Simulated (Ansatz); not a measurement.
Here is the system:

Generalised stacking fault of GaAs (zinc blende) on the {111} plane, glide cut. The cell below holds the perfect crystal with the plane normal along z; tilting its third vector by the shift puts one fault into each cell, between planes 0.83 Å apart, at fixed cell height.

```
GaAs
1.0
    4.06309     0.00000     0.00000
    2.03154     3.51874     0.00000
    0.00000     0.00000     9.95249
As Ga
3 3
Cartesian
  4.06309   2.34582   0.41469
  2.03154   1.17291   3.73218
  0.00000   0.00000   7.04968
  0.00000   0.00000   9.53780
  4.06309   2.34582   2.90281
  2.03154   1.17291   6.22030
```

In-plane vectors a = (4.063, 0.000) Å, b = (2.032, 3.519) Å, area 14.30 Å². The shift is s times the vector a + b (length 7.037 Å), so s = 1 restores the start. Atoms relax along the normal only. γ = [E(shift) − E(0)] / area.

Calculation: PBE (plane waves to 420 eV, PAW, scalar-relativistic; Ansatz, a quantum-chemistry and plane-wave program). k mesh 8×8×3 (Γ-centred), Fermi-Dirac smearing 0.05 eV. Energies are extrapolated to zero smearing. Some relaxations began with atoms very close together and may have settled on another branch. As the smearing reaches across the gap at some points, the k mesh leaves noise in γ, roughly 0.02 J/m² as judged from a few cases. Faults lie only 10.0 Å apart, and holding the cell height raises γ above its relaxed value. GaAs was relaxed with its symmetry unable to fall. The PAW data are Ansatz's earlier set. The zero of γ is zero shift.

The scan covers s from 0.000 to 0.917 in 12 points.

Task: Does γ have a local minimum between the ends of the line, and at which s?

Result: s = 0.667.

Task: At which s is γ highest?

Result: s = 0.333.

Task: What is the highest γ among twelve even steps of s?

Result: 4.96 J/m².

Task: Which barrier is met on the easier way from s = 0 (or 1) to s = 0.667?

Result: 1.23 J/m².

Task: What is γ at the local minimum s = 0.667, the intrinsic stacking fault?

Result: 0.05 J/m².

(The slope of γ gives the shear force per area between the displaced halves; near zero shift its curvature is an elastic stiffness.)
